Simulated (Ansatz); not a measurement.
BAs in space group P6_222 (No. 180; B on 3d, As on 3c) at seven volumes, the program Ansatz at the PBEsol level (PAW), shape and atoms relaxed at each. One row is withheld.

```
V (Å³/atom)  P (GPa)
-----------  -------
11.432         16.93
11.809         10.38
12.186             ?
12.563          0.00
12.940         -4.08
13.317         -7.57
13.694        -10.55
```

Task: Fit the shown pressures and predict the withheld one.

Result: Third-order Birch–Murnaghan: P = (3/2)B₀(x^(7/2) − x^(5/2))[1 + (3/4)(B′ − 4)(x − 1)] with x = (V₀/V)^(2/3). Least squares on the six rows gives V₀ = 12.563 Å³/atom, B₀ = 146.9 GPa, B′ = 4.23. At V = 12.186, x = 1.0205 and P = 4.77 GPa. The run itself gave 4.78 GPa.

The start of the workflow was typed in or built on a structure type; neither database checked (COD, Materials Project) lists it. It is not the phase usual at ambient conditions (space group No. 216). Symmetry was held in the PBEsol relaxation; whether a distortion lowers the energy is not shown. Its formation energy is positive at this level, so the cell may be metastable or incomplete.

Potentials: the earlier of the program's two PAW sets. The files were generated under PBE; for other functionals the program regenerates the frozen cores, and for LDA and PBEsol the local potential too.
